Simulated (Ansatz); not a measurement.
MnZn (CsCl type, Pm-3m) at seven volumes, the program Ansatz at the r²SCAN level (PAW), scaled uniformly. One row is withheld.

| V (Å³/atom) | P (GPa) |
|---|---|
| 12.827 | 10.93 |
| 13.249 | 6.64 |
| 13.672 | 3.03 |
| 14.095 | -0.01 |
| 14.518 | -2.58 |
| 14.941 | ? |
| 15.364 | -6.57 |

**Question.** Fit the shown pressures and predict the withheld one.

**Answer.** Third-order Birch–Murnaghan: P = (3/2)B₀(x^(7/2) − x^(5/2))[1 + (3/4)(B′ − 4)(x − 1)] with x = (V₀/V)^(2/3). Least squares on the six rows gives V₀ = 14.093 Å³/atom, B₀ = 93.07 GPa, B′ = 4.68. At V = 14.941, x = 0.9618 and P = -4.74 GPa. The run itself gave -4.75 GPa.

The workflow started from an entry of the Crystallography Open Database (COD). Whether it is the stable phase at ambient conditions was not checked. The cell was relaxed with r²SCAN under the symmetry of its start, as lowered by the spin order; whether a distortion lowers the energy is not shown. Spin order of the final state: antiferromagnetic, chosen from 3 collinear starts compared on coarse meshes (ties went to the first, and starts can fall back to one state), not a proven ground state. The program gave a warning on the electronic state, which may not be the lowest.

Potentials: the later of the program's two PAW sets.
